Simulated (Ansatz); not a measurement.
Input, command and steps of an Ansatz relaxation.

```yaml
crystal:
  lattice:
    - [0.0, 3.9758673868, 3.9758673868]
    - [3.9758673868, 0.0, 3.9758673868]
    - [3.9758673868, 3.9758673868, 0.0]
  atoms:
    - { symbol: Ca, position: [0.0, 0.0, 0.0] }
    - { symbol: Au, position: [0.75, 0.75, 0.75] }
    - { symbol: Au, position: [0.3753375935, 0.8739872195, 0.3753375935] }
    - { symbol: Au, position: [0.3753375935, 0.3753375935, 0.8739872195] }
    - { symbol: Au, position: [0.3753375935, 0.3753375935, 0.3753375935] }
    - { symbol: Au, position: [0.8739872195, 0.3753375935, 0.3753375935] }
basis:
  ecutwfc: 420
kpoints:
  mp_grid: { grid: [8, 8, 8] }
hamiltonian:
  xc: pbesol
scf:
  occupations: { method: gaussian, width: 0.1 }
output:
  forces: true
  stress: true
  eigenvalues: true
relax:
  adjacent_minimum: "off"
  f_tol: 0.008
  max_steps: 40
```

```bash
ansatz run input.yaml --threads 1 --pin off --max-ram 2560MiB --backend cpu --events-out ev --progress --plain --runs-dir out
```

Method: DFT PBEsol, scalar-relativistic, plane waves, PAW (Ansatz 0.2.0).

Of 5 frames 5 are shown, positions in Å and forces in eV/Å; the SCF threshold varies from step to step. The mark taken_back stands on steps that the optimiser undid.

```xyz
6
Lattice="0.0000 3.9759 3.9759 3.9759 0.0000 3.9759 3.9759 3.9759 0.0000" Properties=species:S:1:pos:R:3:forces:R:3 pbc="T T T" step=1 free_energy_over_end_meV_per_atom=0.00
Ca    0.0000    0.0000    0.0000    0.0000    0.0000    0.0000
Au    5.9638    5.9638    5.9638    0.0000    0.0000    0.0000
Au    4.9672    2.9846    4.9672   -0.0098    0.0098   -0.0098
Au    4.9672    4.9672    2.9846   -0.0098   -0.0098    0.0098
Au    2.9846    2.9846    2.9846    0.0098    0.0098    0.0098
Au    2.9846    4.9672    4.9672    0.0098   -0.0098   -0.0098
6
Lattice="0.0000 3.9759 3.9759 3.9759 0.0000 3.9759 3.9759 3.9759 0.0000" Properties=species:S:1:pos:R:3:forces:R:3 pbc="T T T" step=2 free_energy_over_end_meV_per_atom=0.01 taken_back
Ca    0.0000    0.0000    0.0000    0.0000    0.0000    0.0000
Au    5.9638    5.9638    5.9638    0.0000    0.0000    0.0000
Au    4.9662    2.9856    4.9662    0.0140   -0.0140    0.0140
Au    4.9662    4.9662    2.9856    0.0140    0.0140   -0.0140
Au    2.9856    2.9856    2.9856   -0.0140   -0.0140   -0.0140
Au    2.9856    4.9662    4.9662   -0.0140    0.0140    0.0140
6
Lattice="0.0000 3.9759 3.9759 3.9759 0.0000 3.9759 3.9759 3.9759 0.0000" Properties=species:S:1:pos:R:3:forces:R:3 pbc="T T T" step=3 free_energy_over_end_meV_per_atom=0.00
Ca    0.0000    0.0000    0.0000    0.0000    0.0000    0.0000
Au    5.9638    5.9638    5.9638    0.0000    0.0000    0.0000
Au    4.9672    2.9846    4.9672   -0.0098    0.0098   -0.0098
Au    4.9672    4.9672    2.9846   -0.0098   -0.0098    0.0098
Au    2.9846    2.9846    2.9846    0.0098    0.0098    0.0098
Au    2.9846    4.9672    4.9672    0.0098   -0.0098   -0.0098
6
Lattice="0.0000 3.9759 3.9759 3.9759 0.0000 3.9759 3.9759 3.9759 0.0000" Properties=species:S:1:pos:R:3:forces:R:3 pbc="T T T" step=4 free_energy_over_end_meV_per_atom=0.01 taken_back
Ca    0.0000    0.0000    0.0000    0.0000    0.0000    0.0000
Au    5.9638    5.9638    5.9638    0.0000    0.0000    0.0000
Au    4.9662    2.9856    4.9662    0.0138   -0.0138    0.0138
Au    4.9662    4.9662    2.9856    0.0138    0.0138   -0.0138
Au    2.9856    2.9856    2.9856   -0.0138   -0.0138   -0.0138
Au    2.9856    4.9662    4.9662   -0.0138    0.0138    0.0138
6
Lattice="0.0000 3.9759 3.9759 3.9759 0.0000 3.9759 3.9759 3.9759 0.0000" Properties=species:S:1:pos:R:3:forces:R:3 pbc="T T T" step=5 free_energy_over_end_meV_per_atom=0.00
Ca    0.0000    0.0000    0.0000    0.0000    0.0000    0.0000
Au    5.9638    5.9638    5.9638    0.0000    0.0000    0.0000
Au    4.9667    2.9850    4.9667    0.0000    0.0000    0.0000
Au    4.9667    4.9667    2.9850    0.0000    0.0000    0.0000
Au    2.9850    2.9850    2.9850    0.0000    0.0000    0.0000
Au    2.9850    4.9667    4.9667    0.0000    0.0000    0.0000
```

Time: 87 s on 1 thread of Arm Neoverse V1 (shared host), peak memory 0.46 GiB.

Spin–orbit coupling is left out, which can shift energies with elements as heavy as these.